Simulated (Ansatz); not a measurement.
Structure types of Ru were relaxed at one common pressure (all-electron LAPW in Ansatz 0.2.0 under LDA, scalar-relativistic, no spin polarisation, zero temperature). They take these volumes:

```json
{"type": "bcc", "space group": "Im-3m", "V (Å³/atom)": "8.20"}
{"type": "hcp", "space group": "P6_3/mmc", "V (Å³/atom)": "8.14"}
{"type": "beta tin", "space group": "I4_1/amd", "V (Å³/atom)": "8.48"}
{"type": "omega", "space group": "P6/mmm", "V (Å³/atom)": "8.21"}
{"type": "simple hexagonal", "space group": "P6/mmm", "V (Å³/atom)": "8.38"}
```

**Question.** At about which pressure, and is the densest type also the lowest in enthalpy?

**Answer.** 510 GPa. The densest is hcp, and it is also the lowest in enthalpy among these.
